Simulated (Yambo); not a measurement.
Yambo run on Mg$_{2}$OsH$_{6}$ (space group Fm-3m, No. 225). The wavefunctions are LDA (pw.x of Quantum ESPRESSO, ONCV potentials, without SOC) ones on a 4×4×4 mesh (21 occupied bands); a = b = c = 4.692 Å, α = β = γ = 60.00°.

Yambo input:

```
rim_cut
gw0
dyson
el_el_corr
HF_and_locXC
ppa
em1d
RandQpts= 1000000
RandGvec= 1 Ry
EXXRLvcs= 84 Ry
VXCRLvcs= 336 Ry
Chimod= "HARTREE"
% BndsRnXp
 13 | 172 |
%
NGsBlkXp= 10 Ry
% LongDrXp
 1.0 | 1.0 | 1.0 |
%
PPAPntXp= 27.2114 eV
% GbndRnge
 1 | 65 |
%
GTermKind= "BG"
DysSolver= "n"
ExtendOut
% QPkrange
 7 | 7 | 21 | 22 |
 8 | 8 | 21 | 21 |
%
```

k points by index: 7 = X, 8 = W.

The o-*.qp file then holds:

```
#    K-point    Band    Eo [eV]    E [eV]    E-Eo [eV]    Vxc [eV]    Vnlxc [eV]    Sc|Eo [eV]    Sc|E [eV]    dSc/dw|Eo [eV]    Re(Z)    Im(Z)
#
    7    21    -0.488980E-3    -0.329736    -0.329247    -17.59509    -20.71155    2.700940    2.787222    -7.128279    0.792416    -0.001456
    7    22    3.231800    4.188482    0.956682    -14.76388    -9.987346    -3.611428    -3.819856    -5.927783    0.821123    -0.001181
    8    21    0.000000    -0.336012    -0.336012    -17.59653    -20.71297    2.692369    2.780426    -7.128519    0.792410    -0.001454
```
(The two width columns are left out.) Convergence of these settings isn't established.

Geometry of the Materials Project entry, not relaxed at this level.

The structure is a Materials Project entry; no match was found in the copy of COD used, and its stability was not checked.
